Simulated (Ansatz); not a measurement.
**Where the states of Zr₂Cd lie**

```cif
data_structure
_symmetry_space_group_name_H-M 'Fmmm'
_symmetry_Int_Tables_number 69
_cell_length_a 4.3646
_cell_length_b 4.3767
_cell_length_c 13.9997
_cell_angle_alpha 90.000
_cell_angle_beta 90.000
_cell_angle_gamma 90.000
_cell_volume 267.43
loop_
_atom_site_label
_atom_site_type_symbol
_atom_site_symmetry_multiplicity
_atom_site_Wyckoff_symbol
_atom_site_fract_x
_atom_site_fract_y
_atom_site_fract_z
_atom_site_occupancy
Zr1 Zr 8 i 0.00000 0.00000 0.16884 1
Cd1 Cd 4 b 0.50000 0.00000 0.00000 1
```

The runs use the primitive cell with vectors (0.000, 2.188, 7.000), (2.182, 0.000, 7.000), (2.182, 2.188, 0.000) Å, to which the k mesh refers.

The structure is orthorhombic, space group Fmmm (No. 69). The conventional cell has a = 4.365 Å, b = 4.377 Å, c = 14.000 Å, α = 90.00°, β = 90.00°, γ = 90.00°. Zr (site symmetry mm2) is surrounded by 8 Zr at 3.09 to 3.15 Å and 4 Cd at 3.22 Å. Cd (site symmetry mmm) is surrounded by 4 Cd at 3.09 Å and 8 Zr at 3.22 Å.

The cell is the one relaxed in the Materials Project (mp-1018104), not relaxed further here; entries there can be hypothetical.

Computed with DFT, LDA, all-electron LAPW, scalar-relativistic (Ansatz 0.2.0).

The runs use a Γ-centred 11×11×11 k mesh, Fermi–Dirac smearing of 0.05 eV, basis error target 1 meV/atom, no spin polarisation.

Question: Which of the resolved shells contributes most within 0.3 eV of the Fermi level?

Answer: Zr 4d, with 77 % of all states there; Zr 5s follows with 6 %.

Question: Where is the centre of the filled Zr 4d states between -14 eV and the top of the filled states?

Answer: -1.51 eV from the Fermi level.

Question: Tabulate the density of states.

Answer: States per eV and cell, averaged over 0.4 eV, from -9.0 to 2.8 eV, with energies (bin centres) from the Fermi level; empty bins are left out. The partial columns, the largest 3 alone, are projections on Löwdin-orthogonalised atomic shells (those that the program's projection atoms carry: the occupied ones and, for some elements, an empty d or f shell; other empty shells have no column), summed over atoms of an element. Weights on diffuse s and p shells depend on that basis and aren't pure angular character.
```tsv
E (eV)	total	Zr 4d	Cd 4d	Zr 5s
-8.9	3.82	0.03	3.74	0.01
-8.5	12.43	0.12	12.21	0.05
-8.1	8.29	0.07	8.17	0.01
-7.7	0.46	0.00	0.46	0.00
-6.9	0.09	0.00	0.00	0.04
-6.5	0.35	0.01	0.01	0.12
-6.1	0.39	0.02	0.01	0.12
-5.7	0.41	0.04	0.01	0.12
-5.3	0.40	0.05	0.01	0.10
-4.9	0.42	0.07	0.01	0.10
-4.5	0.50	0.09	0.01	0.15
-4.1	0.60	0.13	0.01	0.20
-3.7	0.84	0.22	0.02	0.27
-3.3	0.93	0.28	0.02	0.31
-2.9	0.91	0.35	0.02	0.33
-2.5	1.73	0.96	0.03	0.53
-2.1	2.42	1.54	0.02	0.65
-1.7	3.15	2.48	0.02	0.42
-1.3	3.09	2.69	0.02	0.19
-0.9	2.93	2.50	0.02	0.14
-0.5	3.50	2.83	0.02	0.15
-0.1	2.98	2.33	0.01	0.19
0.3	2.17	1.68	0.01	0.12
0.7	3.45	2.71	0.01	0.14
1.1	2.02	1.75	0.01	0.08
1.5	2.36	2.05	0.02	0.09
1.9	5.35	4.81	0.02	0.19
2.3	2.98	2.54	0.02	0.16
2.7	2.02	1.71	0.01	0.09
```
